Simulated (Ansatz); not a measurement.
Space group P6/mmm (No. 191). a = 3.010 Å, b = 3.010 Å, c = 3.317 Å, α = 90.00°, β = 90.00°, γ = 120.00°
```json
{"atom": "B", "site": "2d", "symmetry": "-6m2", "x": "0.3333", "y": "0.6667", "z": "0.5000"}
{"atom": "W", "site": "1a", "symmetry": "6/mmm", "x": "0.0000", "y": "0.0000", "z": "0.0000"}
```

Equation of state of this B$_{2}$W structure (not necessarily the ground state), with shape and atoms relaxed at each volume where symmetry leaves them free. It has no gap at any of these volumes. Theory: Ansatz, DFT PBEsol, scalar-relativistic, plane waves, PAW.

Plane waves to 420 eV, a k mesh through Γ of 18×18×12 on the computed 3-atom cell and Gaussian smearing (0.10 eV); no spin polarisation.

```csv
V (Å³/atom),E − E(largest V) (meV/atom),P (GPa)
7.634,85.58,56.11
7.894,9.04,38.65
8.154,-41.25,23.74
8.414,-69.13,10.97
8.675,-77.78,0.01
8.935,-69.92,-9.39
9.195,-47.89,-17.44
9.542,0.00,-26.38
```

Problem. Fit a third-order Birch–Murnaghan equation to E(V).

Solution. V0 = 8.67 Å³/atom, B0 = 338 GPa, B0' = 4.1.

Spin-orbit coupling is left out, which matters for the bands of heavy elements.